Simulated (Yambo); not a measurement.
```
CELL_PARAMETERS angstrom
      4.52097     0.00000     0.00000
      0.00000     4.52097     0.00000
      0.00000     0.00000     4.52097
ATOMIC_POSITIONS crystal
  H  0.50000 0.00000 0.50000
  H  0.00000 0.50000 0.50000
  H  0.50000 0.50000 0.00000
  Ca 0.50000 0.50000 0.50000
  Rb 0.00000 0.00000 0.00000
```

RbCaH₃ (cubic perovskite, space group Pm-3m, No. 221): mean Im ε in 1 eV windows above the direct gap of 5.51 eV, for different electron-hole kernels (Yambo, broadening 0.15 eV, PBEsol (pw.x of Quantum ESPRESSO, ONCV potentials, with spin-orbit coupling) bands; 4×4×4 mesh, 6 valence and 22 conduction bands, static screening with 90 bands and a 3 Ry block, scissor 2.44 eV, Tamm-Dancoff; field along x).

| window (eV) | independent quasiparticles | RPA (no attraction) | BSE |
|---|---|---|---|
| 5.5 to 6.5 | 1.1 | 0.8 | 3.5 |
| 6.5 to 7.5 | 2.8 | 1.9 | 4.5 |
| 7.5 to 8.5 | 2.5 | 2.4 | 1.9 |
| 8.5 to 9.5 | 4.9 | 3.3 | 1.3 |
| 9.5 to 10.5 | 2.4 | 3.8 | 0.7 |
| 10.5 to 11.5 | 1.3 | 2.2 | 0.7 |

This run doesn't resolve bound excitons or single peaks, so only averages are given, and they too depend on the mesh; weight that the attraction moves below the gap isn't listed. All transitions below 12.49 eV are in the band window. The scissor comes from a G0W0 run whose convergence isn't established.

The cell is held in this high symmetry; tilts and polar distortions were not searched.

Geometry of the Materials Project entry, not relaxed at this level.
